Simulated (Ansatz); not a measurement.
Computed with DFT PBE, scalar-relativistic, plane waves, PAW (Ansatz). Settings: cutoff 420 eV, Γ-centred meshes spaced at most about 0.3 Å⁻¹, and about 0.25 Å⁻¹ or finer for metals (2π included), Gaussian smearing. Collinear spin in cells that started with moments and kept them past the coarse steps, no spin elsewhere.

All energies are static (0 K, no zero-point motion). All come from trial cells, and lower structures may exist.

Question: These unrelaxed guesses for Ca3Zr2N are each relaxed within their symmetry. Order them by the energy at which they end, lowest first.
A.

```cif
data_structure
_symmetry_space_group_name_H-M 'P4/mmm'
_symmetry_Int_Tables_number 123
_cell_length_a 3.3231
_cell_length_b 3.3231
_cell_length_c 10.0612
_cell_angle_alpha 90.000
_cell_angle_beta 90.000
_cell_angle_gamma 90.000
_cell_volume 111.11
loop_
_atom_site_label
_atom_site_type_symbol
_atom_site_symmetry_multiplicity
_atom_site_Wyckoff_symbol
_atom_site_fract_x
_atom_site_fract_y
_atom_site_fract_z
_atom_site_occupancy
Ca1 Ca 2 g 0.00000 0.00000 0.83907 1
Ca2 Ca 1 b 0.00000 0.00000 0.50000 1
Zr1 Zr 2 h 0.50000 0.50000 0.32482 1
N1 N 1 c 0.50000 0.50000 0.00000 1
```

B.

```cif
data_structure
_symmetry_space_group_name_H-M 'P-4m2'
_symmetry_Int_Tables_number 115
_cell_length_a 3.6056
_cell_length_b 3.6056
_cell_length_c 8.0096
_cell_angle_alpha 90.000
_cell_angle_beta 90.000
_cell_angle_gamma 90.000
_cell_volume 104.13
loop_
_atom_site_label
_atom_site_type_symbol
_atom_site_symmetry_multiplicity
_atom_site_Wyckoff_symbol
_atom_site_fract_x
_atom_site_fract_y
_atom_site_fract_z
_atom_site_occupancy
Ca1 Ca 2 g 0.50000 0.00000 0.38354 1
Ca2 Ca 1 a 0.00000 0.00000 0.00000 1
Zr1 Zr 2 g 0.50000 0.00000 0.73987 1
N1 N 1 b 0.50000 0.50000 0.00000 1
```

C.

```cif
data_structure
_symmetry_space_group_name_H-M 'P-3m1'
_symmetry_Int_Tables_number 164
_cell_length_a 3.6763
_cell_length_b 3.6763
_cell_length_c 9.0090
_cell_angle_alpha 90.000
_cell_angle_beta 90.000
_cell_angle_gamma 120.000
_cell_volume 105.45
loop_
_atom_site_label
_atom_site_type_symbol
_atom_site_symmetry_multiplicity
_atom_site_Wyckoff_symbol
_atom_site_fract_x
_atom_site_fract_y
_atom_site_fract_z
_atom_site_occupancy
Ca1 Ca 1 b 0.00000 0.00000 0.50000 1
Ca2 Ca 2 d 0.33333 0.66667 0.17809 1
Zr1 Zr 2 d 0.33333 0.66667 0.66106 1
N1 N 1 a 0.00000 0.00000 0.00000 1
```

D.

```cif
data_structure
_symmetry_space_group_name_H-M 'P6/mmm'
_symmetry_Int_Tables_number 191
_cell_length_a 4.9322
_cell_length_b 4.9322
_cell_length_c 5.8103
_cell_angle_alpha 90.000
_cell_angle_beta 90.000
_cell_angle_gamma 120.000
_cell_volume 122.41
loop_
_atom_site_label
_atom_site_type_symbol
_atom_site_symmetry_multiplicity
_atom_site_Wyckoff_symbol
_atom_site_fract_x
_atom_site_fract_y
_atom_site_fract_z
_atom_site_occupancy
Ca1 Ca 3 f 0.50000 0.00000 0.00000 1
Zr1 Zr 2 e 0.00000 0.00000 0.21330 1
N1 N 1 b 0.00000 0.00000 0.50000 1
```

Answer: C (ends in P-3m1, 0 meV/atom), A (ends in P4/mmm, 176 meV/atom), B (ends in P-4m2, 0.40 eV/atom), D (ends in P6/mmm, 0.59 eV/atom).

A magnetic state wasn't ruled out in cells without spin, among them P6/mmm. The magnetic state reached may not be the lowest. Cells relaxed within their symmetry can be saddle points. Some types were kept out of the candidates beforehand, so the set may lack a known form.
